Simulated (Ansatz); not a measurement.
## Rocksalt alloy of PbS and PbSe (20 of 32 S sites exchanged), 64 atoms

All numbers below come from Ansatz, DFT, PBEsol, PAW, plane waves.

Command:

```sh
ansatz run in.yaml --threads 4 --pin off --max-ram 42750MiB --runs-dir r --events-out ev --progress --plain --backend cuda --devices 0, --max-vram 37GiB
```

The input less its lattice and atoms:

```yaml
crystal:
  symmetry: { detect: false }
kpoints:
  mp_grid: { grid: [1, 1, 1], shift: [0.25, 0.25, 0.25] }
hamiltonian:
  xc: pbesol
scf:
  occupations: { method: fermi_dirac, width: 0.01 }
relax:
  f_tol: 0.03
  max_steps: 80
  escape_saddle: false
  adjacent_minimum: "off"
  cell: { fix: [shape] }
output:
  forces: true
  eigenvalues: true
  populations: true
```

Start:

```xyz
64
Lattice="12.0480 0.0000 0.0000 0.0000 12.0480 0.0000 0.0000 0.0000 12.0480" Properties=species:S:1:pos:R:3 pbc="T T T"
Se    2.9914    0.0055   12.0011
Se    3.0027    6.0676   12.0233
Se    3.0136    6.0384    6.0055
Se    9.0363    0.0079   12.0255
Se    9.0494   12.0439    6.0360
Se    9.0435    6.0015    6.0130
Se    0.0029    2.9888    0.0107
Se    0.0347    3.0063    6.0118
Se    0.0068    9.0256    5.9715
Se    6.0106    2.9978   12.0310
Se    6.0363    9.0398   12.0281
Se   12.0422    5.9862    3.0086
Se    0.0107    6.0443    9.0076
Se    6.0273   12.0251    9.0251
Se    6.0458    6.0454    9.0766
Se    3.0086    3.0005    2.9870
Se    3.0165    3.0109    9.0334
Se    9.0430    3.0177    3.0182
Se    8.9967    2.9978    9.0565
Se    9.0315    9.0539    3.0263
S     3.0278    0.0026    6.0111
S     9.0502    6.0237    0.0330
S    12.0384    9.0141   12.0354
S     6.0158    3.0281    6.0688
S     6.0143    9.0165    6.0374
S     0.0166   12.0271    2.9893
S     0.0004    0.0357    9.0280
S     6.0116    0.0091    3.0083
S     6.0451    6.0093    2.9600
S     3.0341    9.0046    2.9986
S     2.9902    9.0563    9.0295
S     9.0125    9.0826    9.0020
Pb    0.0163   12.0088   12.0269
Pb   12.0458    0.0114    6.0025
Pb   12.0268    6.0467   12.0398
Pb    0.0072    6.0360    5.9924
Pb    6.0141    0.0167    0.0094
Pb    6.0185   12.0461    6.0268
Pb    6.0387    6.0070   12.0320
Pb    6.0390    6.0243    6.0506
Pb    3.0181    3.0103    0.0051
Pb    3.0449    2.9958    6.0094
Pb    3.0145    9.0508    0.0075
Pb    2.9900    9.0434    6.0040
Pb    9.0347    3.0360   12.0410
Pb    9.0398    2.9899    6.0173
Pb    9.0231    9.0256   12.0417
Pb    9.0346    9.0623    6.0191
Pb    3.0301    0.0123    3.0043
Pb    3.0123   12.0457    9.0406
Pb    3.0077    6.0383    2.9975
Pb    3.0052    6.0186    8.9988
Pb    9.0221    0.0149    3.0499
Pb    9.0537    0.0154    9.0705
Pb    9.0185    6.0434    2.9961
Pb    9.0407    6.0163    9.0338
Pb   12.0456    3.0048    2.9866
Pb    0.0020    3.0157    9.0691
Pb    0.0246    9.0502    3.0095
Pb   12.0345    9.0620    9.0530
Pb    6.0580    3.0090    2.9879
Pb    6.0277    3.0060    9.0483
Pb    6.0491    9.0305    2.9931
Pb    6.0487    9.0451    9.0520
```

Steps:

| step | energy less the first (eV) | largest force component (eV/Å) | pressure (GPa) |
| --- | --- | --- | --- |
| start | 0.000 | 0.387 | 0.14 |
| 1 | -0.128 | 0.437 | -0.16 |
| 2 | -0.427 | 0.015 | 0.00 |
| 3 | -0.427 | 0.015 | 0.00 |

A structure on the way, about -0.43 eV from the start:

```
Se S Pb
1.0
    12.05126    0.00000    0.00000
     0.00000   12.05126    0.00000
     0.00000    0.00000   12.05126
Se S Pb
20 12 32
Direct
  0.24971 0.99940 0.99949
  0.25031 0.50084 0.00009
  0.25071 0.50017 0.49962
  0.75043 0.99993 0.99946
  0.75015 0.99993 0.49928
  0.74935 0.50049 0.49938
  0.99994 0.24979 0.99920
  0.00017 0.24893 0.49918
  0.00029 0.75030 0.49973
  0.50040 0.25057 0.99970
  0.49977 0.75023 0.99946
  0.00034 0.50023 0.24919
  0.00017 0.50017 0.75001
  0.49972 0.99960 0.74888
  0.50044 0.50050 0.74912
  0.25046 0.24975 0.24982
  0.25003 0.24947 0.74892
  0.74963 0.24997 0.24914
  0.75018 0.24985 0.74903
  0.74972 0.75015 0.24934
  0.25080 0.99892 0.49875
  0.75016 0.50120 0.99936
  0.99985 0.75053 0.99908
  0.49969 0.24953 0.49826
  0.49924 0.75059 0.49881
  0.00065 0.99906 0.24933
  0.00036 0.99839 0.74925
  0.49893 0.99960 0.25044
  0.50001 0.50070 0.24978
  0.25025 0.75103 0.25024
  0.24935 0.75053 0.74921
  0.75015 0.74994 0.74976
  0.00019 0.99661 0.00092
  0.00465 0.99956 0.49870
  0.99623 0.50444 0.00042
  0.99978 0.49960 0.49905
  0.50032 0.00066 0.00542
  0.49673 0.00039 0.49540
  0.50464 0.50071 0.00469
  0.50013 0.50011 0.49468
  0.25048 0.25076 0.99906
  0.25473 0.24607 0.49985
  0.24664 0.75020 0.99922
  0.25405 0.75361 0.50083
  0.75030 0.25547 0.99840
  0.74518 0.25049 0.49993
  0.75387 0.74655 0.99542
  0.74568 0.75003 0.50462
  0.25065 0.99608 0.25336
  0.24626 0.99535 0.74558
  0.25459 0.50580 0.24989
  0.25025 0.50571 0.75003
  0.75091 0.99932 0.24948
  0.75479 0.99532 0.74971
  0.74681 0.50112 0.24534
  0.75044 0.50507 0.75370
  0.00080 0.24488 0.24943
  0.00031 0.24444 0.74918
  0.00482 0.75472 0.24625
  0.00101 0.75402 0.75317
  0.49974 0.25002 0.25370
  0.49991 0.24973 0.74439
  0.49643 0.75150 0.25395
  0.50015 0.75087 0.74557
```

End:

```xyz
64
Lattice="12.0513 0.0000 0.0000 0.0000 12.0513 0.0000 0.0000 0.0000 12.0513" Properties=species:S:1:pos:R:3 pbc="T T T"
Se    3.0093   12.0441   12.0451
Se    3.0165    6.0357    0.0010
Se    3.0214    6.0277    6.0211
Se    9.0436   12.0504   12.0447
Se    9.0402   12.0504    6.0169
Se    9.0306    6.0315    6.0182
Se   12.0506    3.0103   12.0417
Se    0.0020    2.9999    6.0158
Se    0.0035    9.0420    6.0224
Se    6.0305    3.0197   12.0476
Se    6.0229    9.0412   12.0448
Se    0.0041    6.0284    3.0030
Se    0.0020    6.0277    9.0386
Se    6.0223   12.0464    9.0249
Se    6.0309    6.0316    9.0278
Se    3.0183    3.0098    3.0107
Se    3.0132    3.0064    9.0255
Se    9.0340    3.0125    3.0024
Se    9.0406    3.0110    9.0268
Se    9.0351    9.0403    3.0049
S     3.0224   12.0382    6.0106
S     9.0404    6.0401   12.0436
S    12.0494    9.0448   12.0403
S     6.0219    3.0072    6.0047
S     6.0165    9.0455    6.0113
S     0.0078   12.0399    3.0047
S     0.0043   12.0319    9.0294
S     6.0127   12.0465    3.0181
S     6.0257    6.0341    3.0102
S     3.0158    9.0509    3.0157
S     3.0050    9.0448    9.0289
S     9.0402    9.0377    9.0355
Pb    0.0023   12.0104    0.0110
Pb    0.0561   12.0460    6.0100
Pb   12.0058    6.0791    0.0051
Pb   12.0485    6.0208    6.0142
Pb    6.0295    0.0079    0.0653
Pb    5.9862    0.0048    5.9702
Pb    6.0815    6.0342    0.0565
Pb    6.0272    6.0269    5.9615
Pb    3.0186    3.0220   12.0400
Pb    3.0698    2.9654    6.0238
Pb    2.9723    9.0409   12.0418
Pb    3.0616    9.0820    6.0356
Pb    9.0420    3.0787   12.0320
Pb    8.9804    3.0187    6.0248
Pb    9.0851    8.9969   11.9961
Pb    8.9864    9.0388    6.0813
Pb    3.0206   12.0040    3.0533
Pb    2.9677   11.9952    8.9852
Pb    3.0681    6.0955    3.0115
Pb    3.0158    6.0945    9.0389
Pb    9.0494   12.0430    3.0066
Pb    9.0962   11.9948    9.0349
Pb    9.0000    6.0391    2.9567
Pb    9.0437    6.0867    9.0830
Pb    0.0097    2.9511    3.0060
Pb    0.0037    2.9458    9.0286
Pb    0.0581    9.0953    2.9676
Pb    0.0121    9.0869    9.0766
Pb    6.0225    3.0132    3.0574
Pb    6.0246    3.0095    8.9708
Pb    5.9826    9.0565    3.0604
Pb    6.0274    9.0489    8.9851
```

Self-consistency was reached.

Time: 9.4 s of wall time on one NVIDIA H100 with 4 processor threads, on a host shared with other runs; peak host memory 1.7 GiB.

(1) How much energy did the relaxation gain, and which atom moved most?

Results:

(1) 0.43 eV in 3 steps, from a start with small random displacements; atom 63 (Pb) moved 0.10 Å, the median atom 0.05 Å (drift of the whole cell removed).
